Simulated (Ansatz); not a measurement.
**Structures of CuW2: which is lowest?**

Plane-wave DFT in Ansatz with scalar-relativistic PAW potentials, cutoff 420 eV, Γ-centred meshes chosen by cell and gap, Gaussian smearing with energies taken to zero width. Every cell was relaxed (cell and atoms) in a run of its own, within the symmetry of its start. Functional: PBE.

Relaxed structures (starts from databases or built by putting these elements on another compound's sites):
A. C2/m, 3 atoms in the computed cell, a = 5.230 Å, b = 3.011 Å, c = 6.355 Å, β = 106.7°; sites (symmetry × multiplicity) Cu 2/m × 2, W m × 4; start: built
B. P6/mmm, 3 atoms in the computed cell, a = 4.503 Å, c = 2.643 Å; sites (symmetry × multiplicity) Cu 6/mmm × 1, W -6m2 × 2; start: built
C. P6_422, 9 atoms in the computed cell, a = 4.738 Å, c = 6.935 Å; sites (symmetry × multiplicity) Cu 222 × 3, W ..2 × 6; start: built

Problem. Rank them by energy. Could pressure change the order?

Solution.
```csv
structure,group,E − E(lowest) (meV/atom),V (Å³/atom),gap on mesh (eV)
C,P6_422,0.0,14.98,0.00
B,P6/mmm,144,15.47,0.00
A,C2/m,248,15.98,0.00
```

C is lowest, 144 meV/atom under B. The lowest is also the densest of these, so pressure wouldn't bring one of the others in at first order. Other structures may lie lower than all of these, and vibrations aren't counted.

Spin-orbit coupling is left out, which matters for the bands of heavy elements.